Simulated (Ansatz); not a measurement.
CaAlSiH in space group P3m1 (No. 156; Ca on 1a, Al on 1c, Si on 1b, H on 1c), r²SCAN in the plane-wave PAW code Ansatz. The conduction-band minimum lies at M, with 3 equivalent valleys. Second derivatives d²E/dk² of the lowest band at one valley (eV·Å²), along Cartesian directions:

| direction | d²E/dk² |
|---|---|
| [100] | 44.08 |
| [010] | 15.93 |
| [001] | 8.248 |
| [110] | 30.05 |
| [101] | 26.23 |
| [011] | 21.28 |

Q: Find the principal effective masses, the density-of-states mass and the conductivity mass.

A: Off-diagonal terms follow from H_xy = H[110] − (H_xx + H_yy)/2, and m*/mₑ = 7.620 eV·Å² over each eigenvalue: 0.17, 0.35, 3.6. One valley's DOS mass (m₁m₂m₃)^(1/3) = 0.60, conductivity mass 3/(Σ 1/mᵢ) = 0.33 mₑ.

Q: What effective density of states Nc follows at 300 K for parabolic valleys?

A: Nc = 2.509e19 × 3 × (0.60)^(3/2) ≈ 3.5e19 cm⁻³.

The first step of the workflow began from a Materials Project structure, measured or hypothetical; the Crystallography Open Database copy checked does not list it. Whether it is the stable phase at ambient conditions was not checked. The cell was relaxed with r²SCAN under the symmetry of its start; its stability against distortions is not shown here.

Potentials: the later of the program's two PAW sets.

Edges and masses are those of Kohn–Sham bands, whose gap is no quasiparticle gap.
